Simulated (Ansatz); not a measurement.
**Notes on CaWO4**

```xyz
12
Lattice="-2.6582 2.6582 5.7666 2.6582 -2.6582 5.7666 2.6582 2.6582 -5.7666" Properties=species:S:1:pos:R:3 pbc="T T T"
Ca    0.0000    1.3291    7.2083
Ca    2.6582    1.3291   -1.4417
W     0.0000    1.3291    1.4417
W     2.6582    1.3291    4.3250
O     0.8012    0.0457    2.4289
O    -1.3748    2.1303    5.3122
O    -0.8012    2.6125    2.4289
O     1.3748    0.5279    5.3122
O     1.8570    2.6125    3.3377
O     4.0330    0.5279    0.4544
O     3.4594    0.0457    3.3377
O     1.2834    2.1303    0.4544
```

Method: r2SCAN, no spin polarisation; PAW, plane waves to 500 eV, 6×6×6 Γ-centred mesh, fermi-dirac occupations (width 0.1 eV) (Ansatz 0.2.0), atoms fixed.

**Charges.** Bader charges in e: Ca +1.68, W +2.98, O -1.17. In the mean W gives up most and O takes most.
**Band edges.** Within 0.7 eV of the edges, the states project mainly on O p (97 %) below the gap and on W d (59 %) and O p (32 %) above it.
**Forces.** The largest is on O5 (and as large on other atoms): 0.69 eV/Å, components (-0.30, 0.48, -0.39). It makes 1° with the line to a nearest neighbour, W3 at 1.81 Å, pointing towards it.
**Electronic structure.** The gap is 4.47 eV, direct at the points sampled.
**Stress.** The pressure is -6.3 GPa (compression positive), so with the atoms held at these fractions the cell would first shrink.

Origin: a database entry at a rescaled volume. Caveats: no spin-orbit coupling, which can shift this gap by tenths of an eV.
